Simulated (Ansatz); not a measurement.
# Two states of OsCl$_{2}$

```xyz
6
Lattice="2.1202 3.1099 0.0000 2.1202 -3.1099 0.0000 0.0000 0.0000 -11.3045" Properties=species:S:1:pos:R:3 pbc="T T T"
Os    2.1202   -1.0325    0.0000
Os    2.1202    1.0325   -5.6523
Cl    2.1202   -2.7616   -9.8123
Cl    2.1202    2.7616   -4.1601
Cl    2.1202   -0.6904   -7.1445
Cl    2.1202    0.6904   -1.4922
```

Level: PBE0; 420 eV; 5×5×2 Γ-centred mesh; fermi-dirac occupations (width 0.1 eV); Ansatz 0.2.0, fixed geometry.

State A: Os1 up, Os2 down (collinear spin). State B: Os1 up, Os2 up (collinear spin).

**Question.** Compare the two self-consistent states.

**Answer.** State A is lower by 122.4 meV an atom at zero smearing; in free energy at this smearing B lies +119.9 meV an atom from A.

```csv
state,free energy (meV/atom),largest moment in a small sphere (μB),net moment (μB/cell),gap on mesh (eV),pressure (GPa),largest force (eV/Å)
A,0.0,2.40,0.00,1.97,3.3,0.35
B,119.9,1.70,5.42,metal,-2.4,0.83
```

Origin: a known structure type with other elements, at an estimated volume, so it need not be a known compound. Caveats: an odd or shifted mesh can miss the band edges, so this level's true gap may be smaller; no spin-orbit coupling, which can shift this gap by tenths of an eV; the exchange threshold is loose for a stress; the SCF threshold is loose for a stress; hybrid pressures are less sure with W, Ta, Re, Os or Al on these datasets; the k mesh is coarse if the cell is a metal.
